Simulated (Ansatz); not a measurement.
Ansatz input

```yaml
crystal:
  lattice:
    - [3.0714774011, 0.0, 0.0]
    - [0.0, 3.0714774011, 0.0]
    - [0.0, 0.0, 3.0714774011]
  atoms:
    - { symbol: Mg, position: [0.0, 0.0, 0.0] }
hamiltonian:
  xc: r2scan
  pseudopotentials:
    kind: paw
    azcp:
      Mg: "pseudopotentials/Mg.paw.azcp"
basis:
  ecutwfc: 500
  fft_grid_basis: typed
kpoints:
  mp_grid: { grid: [12, 12, 12], shift: [0, 0, 0] }
magnetization:
  spin_polarized: false
scf:
  occupations: { method: fermi_dirac, width: 0.1 }
  lower_state_search: "off"
output:
  stress: true
```

Terminal output

```
Engine: ansatz 0.2.0, x86_64-unknown-linux-gnu
Pseudopotentials: kind: paw
Pseudopotential: Mg, paw, valence charge 10, recommended cutoff 500 eV (meta_gga) 
Functional definition: r2SCAN
  parameter k0 = 0.174
  parameter k1 = 0.065
  parameter a1 = 4.9479
  exchange = r2scan_x(k0 = k0, k1 = k1, a1 = a1)
  correlation = r2scan_c
Crystal: 1 atoms, lattice volume = 28.976 Å³
Basis set: ecut = 500 eV, 739 PW (Γ), exchange–correlation on 96×96×96 points (64 copies of the dense FFT grid, shifted against one another)
Bands: 9, of which v1, the nominal top of the filled ones, is band 5 counted from 1 (4 counted from 0)
Symmetry: 48 space group operations
Space group: Pm-3m (ITA 221), of the structure as read, at distance tolerance 3.1e-5 Å
k-points: 84 of 1728
Non-local potential: Mg, projectors of the file, l = 0: 3, l = 1: 2, l = 2: 1
PAW form: soft (Blöchl's): semilocal exchange-correlation on the pseudo side does not see the compensation charge
PAW frozen core: Mg, regenerated for the run's functional (the file was generated under x = pbe(κ = 0.804, μ = 0.2195149727645171), c = pbe(β = 0.06672455060314922))
PAW one-centre angular grid: Mg, 302 points (default); XC on 224 Gauss nodes
Initial density: superposition of atomic densities (neutral atoms: chi_scale 0, normalization atom), corrected by the library's trained network
Initial wavefunctions: pseudopotential atomic-orbital guess
Functional: x = r2scan, c = r2scan; τ floored in thin density (d = 2e-4 eV/Å³)
SCF iter   1: F=-1925.938905 eV  HF=-1925.940286 eV  |F-HF|=1.38e-3  |Δ(HF+E_count)|=         —  Δρ=6.43e-3  dr2=4.09e-3  dr2_τ=1.18e-4  ethr=1.77e-3  ⟨swp⟩=5.8  Hψ=5552  notcnv=0
SCF iter   2: F=-1925.941228 eV  HF=-1925.940916 eV  |F-HF|=3.12e-4  |Δ(HF+E_count)|=   6.30e-4  Δρ=2.63e-3  dr2=1.08e-3  dr2_τ=2.90e-5  ethr=4.09e-5  ⟨swp⟩=2.0  Hψ=2180  notcnv=0  defer=4
SCF iter   3: F=-1925.941483 eV  HF=-1925.941376 eV  |F-HF|=1.07e-4  |Δ(HF+E_count)|=   4.60e-4  Δρ=5.89e-4  dr2=1.17e-4  dr2_τ=1.59e-6  ethr=1.08e-5  ⟨swp⟩=2.8  Hψ=1177  notcnv=0  defer=4
SCF iter   4: F=-1925.941517 eV  HF=-1925.941514 eV  |F-HF|=3.01e-6  |Δ(HF+E_count)|=   1.38e-4  Δρ=5.79e-5  dr2=1.41e-6  dr2_τ=2.78e-8  ethr=1.17e-6  ⟨swp⟩=1.8  Hψ=838  notcnv=0  defer=4
iter 5 did not close the SCF: its close was put off for the readings that it lacked (scf_convergence_deferred on its scf_iter line)
SCF iter   5: F=-1925.941519 eV  HF=-1925.941519 eV  |F-HF|=8.58e-8  |Δ(HF+E_count)|=   4.84e-6  Δρ=7.42e-6  dr2=1.35e-8  dr2_τ=8.82e-10  ethr=1.41e-8  ⟨swp⟩=2.8  Hψ=1166  notcnv=0  defer=4
SCF iter   6: F=-1925.941519 eV  HF=-1925.941519 eV  |F-HF|=6.10e-9  |Δ(HF+E_count)|=   1.21e-7  Δρ=1.71e-6  dr2=6.31e-10  dr2_τ=1.89e-11  ethr=1.35e-10  ⟨swp⟩=2.3  Hψ=2554  notcnv=0
SCF 1 converged in 6 iterations: F = -1925.941519 eV  dr2 = 6.31e-10
SCF converged after 6 iterations
Free energy (F): -1925.941519 eV
Harris-Foulkes:  -1925.941519 eV  (|F-HF|=6.10e-9)
Internal energy: -1925.925646 eV  (E = F + TS)
E sigma→0 (E₀):  -1925.933582 eV
Entropy (-TS):   -0.015873 eV (-15.873 meV/atom)
Fermi energy:    3.816484 eV
--- Per-component energies (eV) ---
  E_band       = -391.576090
  E_kinetic    = 73.201068
  E_local      = -1734.067279  (includes V_loc(G=0)·N_el)
  E_nonlocal   = 96.265176
  E_hartree    = 625.937025
  E_xc         = -25.502780
  E_vxc        = -37.262637  (∫ρ·V_xc dr)
  E_paw        = -296.644278  (= ΣΔE_a)
  E_vpaw       = -44.169205  (= ΣTr[D̂ρ^β])
  E_aug_tail   = -0.000001  (compensation charges beyond the density's cutoff)
  E_vtau       = 2.583337  (kinetic-family band-sum trace: ∫τ·v_τ [+ j·A + Jᵃ·Aᵃ] dr)
  E_ewald      = -665.088368
  E_core_change = -0.026208  (= ΣΔE_core)
  E_smearing   = -0.015873  (= −TS)
  E_closure    = -0.000000  (closes the sum)
  Σ components = -1925.941519   (vs F -1925.941519, Δ=0.00e0)
--- Stress (GPa, compression-positive) ---
       -1.554350       0.000000       0.000000
       -0.000000      -1.554350       0.000000
       -0.000000       0.000000      -1.554350
  P = ⅓ Tr σ = -1.5543 GPa (-15.543 kbar)
```

Command:

```sh
ansatz run input.yaml --threads 1 --pin off --max-ram 3584MiB --backend cpu --events-out ev --progress --plain --runs-dir out
```

On 1 thread of Intel(R) Xeon(R) Platinum 8259CL CPU @ 2.50GHz (Skylake/Cascade Lake) (shared host) this took about 3.5 s of wall time and 3.5 s of CPU time.
